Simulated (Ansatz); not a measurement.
Consider the following.

Relaxed Te (trigonal-Te type, space group P3_121):

```xyz
3
Lattice="4.6241 0.0000 0.0000 -2.3121 4.0046 0.0000 0.0000 0.0000 5.9034" Properties=species:S:1:pos:R:3 pbc="T T T"
Te     1.1715     0.0000     1.9678
Te    -0.5858     1.0146     3.9356
Te     1.7263     2.9900     0.0000
```

In this cell atom 2 (Te, nearest neighbour Te at 2.827 Å; its periodic images, 4.6 Å or more away, move with it) is moved by u·(0.707, 0.707, 0.000) + v·(0.000, 0.000, 1.000); the rest is frozen.

Level of theory: r2SCAN (plane waves to 500 eV, PAW, scalar-relativistic; Ansatz, a first-principles code). k mesh 7×7×5 (Γ-centred), Fermi-Dirac smearing 0.05 eV. E stands for the smeared free energy. Points where atoms come too close for the PAW data are left out (x in tables, blank in figures). As the smearing reaches across the gap at some points, energies and forces of such displacements shift with the k mesh and the smearing. Spin-orbit coupling is left out, though Te is heavy. Te was relaxed with its symmetry unable to fall. The zero of ΔE is the undisplaced structure. Axes are in Å.

The scan covers u from -0.930 to 0.930 Å in 7 points and v from -0.930 to 0.930 Å in 7 points.

**Question.** In which direction of the plane is the atom held most weakly?

**Answer.** 17° from u towards v.

**Question.** Is the undisplaced position a minimum, a maximum or a saddle of this map?

**Answer.** A minimum.

**Question.** What are the two principal curvatures of the energy at the centre?

**Answer.** 2.5 and 6.0 eV/Å².

(For displaced atoms, the force is minus the slope of the energy, and its curvature is a force constant, which sets phonon frequencies.)
